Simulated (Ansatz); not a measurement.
B$_{6}$P in space group R-3m (No. 166; B on 18h, B on 18h, P on 6c), r²SCAN (plane waves, PAW; program Ansatz). The conduction-band minimum lies at L, with 3 equivalent valleys. Second derivatives d²E/dk² of the lowest band at one valley (eV·Å²), along Cartesian directions:

```csv
direction,d²E/dk²
[100],14.74
[010],18.04
[001],30.60
[110],16.38
[101],22.67
[011],8.670
```

Question: Find the principal effective masses, the density-of-states mass and the conductivity mass.

Answer: Off-diagonal terms follow from H_xy = H[110] − (H_xx + H_yy)/2, and m*/mₑ = 7.620 eV·Å² over each eigenvalue: 0.19, 0.52, 1.0. One valley's DOS mass (m₁m₂m₃)^(1/3) = 0.46, conductivity mass 3/(Σ 1/mᵢ) = 0.36 mₑ.

Question: What effective density of states Nc follows at 300 K for parabolic valleys?

Answer: Nc = 2.509e19 × 3 × (0.46)^(3/2) ≈ 2.3e19 cm⁻³.

The workflow started from a Materials Project entry (that database holds measured and hypothetical structures alike); the Crystallography Open Database copy checked does not list it. Its standing as an ambient phase is unchecked. The r²SCAN relaxation kept the symmetry of its start; whether a distortion lowers the energy is not shown.

Potentials: the later of the program's two PAW sets.

Edges and masses are those of Kohn–Sham bands, whose gap is no quasiparticle gap.
